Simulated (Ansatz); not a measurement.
An elastic tensor (GPa, Voigt order, standard axes) from plane-wave PAW r²SCAN (Ansatz code):

```
340  121  206  0.0  0.0  0.0
121  325  159  0.0  0.0  0.0
206  159  476  0.0  0.0  0.0
0.0  0.0  0.0  102  0.0  0.0
0.0  0.0  0.0  0.0  184  0.0
0.0  0.0  0.0  0.0  0.0  161
```

Which compound is it?
A. PW, Pnma (P on 4c, W on 4c)
B. SiO2, Pbcn (Si on 4c, O on 8d)
C. TiSi, Cmmm (Ti on 2b, Si on 2d)

A, PW, Pnma (P on 4c, W on 4c)

The workflow started from a Materials Project entry (that database holds measured and hypothetical structures alike); the Crystallography Open Database files this formula in space group No. 62, but the cells were not matched. Its standing as an ambient phase is unchecked. The cell was relaxed with r²SCAN under the symmetry of its start; its stability against distortions is not shown here. No spin polarisation was allowed. As this level gives no gap, shear constants depend on the k-mesh and smearing (Fermi–Dirac, 0.1 eV here). Scalar-relativistic: spin–orbit coupling is off unless named, which matters more the heavier the elements.

Potentials: the later of the program's two PAW sets.
